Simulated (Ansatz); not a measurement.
Relaxed GaSb (zinc blende):

```yaml
crystal:
  lattice:
    - [0.00000, 6.13244, 6.13244]
    - [3.06622, 0.00000, 3.06622]
    - [3.06622, 3.06622, 0.00000]
  atoms:
    - { symbol: Sb, position: [0.37500, 0.75000, 0.75000] }
    - { symbol: Sb, position: [0.87500, 0.75000, 0.75000] }
    - { symbol: Ga, position: [0.00000, 0.00000, 0.00000] }
    - { symbol: Ga, position: [0.50000, 0.00000, 0.00000] }
```

Scan: atom 1 (Sb, nearest neighbour Ga at 2.655 Å; its periodic images, 4.3 Å or more away, move with it) is displaced along Cartesian z, direction (0.000, 0.000, 1.000) in Cartesian axes, by s. The other atoms stay.

These are r2SCAN (plane waves to 500 eV, PAW, scalar-relativistic; Ansatz, an electronic-structure program) values and carry that method's errors. k mesh 11×11×11 (Γ-centred), Fermi-Dirac smearing 0.05 eV. E stands for the smeared free energy. As the smearing reaches across the gap at some points, energies and forces of such displacements shift with the k mesh and the smearing. GaSb was relaxed with its symmetry unable to fall. Spin-orbit coupling is left out, though Sb is heavy. The zero of ΔE is the undisplaced structure.

The scan covers s from -0.800 to 0.800 Å in 11 points.

Task: What is the energy change at s = 0.800 Å?

Result: 2308 meV/cell.

Task: What force acts on the atom along the line at s = -0.800 Å?

Result: 4.55 eV/Å.

Task: What is the force constant k = d²E/ds² of this move at s = 0?

Result: 8.77 eV/Å².

(A displaced cell: forces are minus the slopes of the energy, force constants its curvatures, and phonons follow from these.)
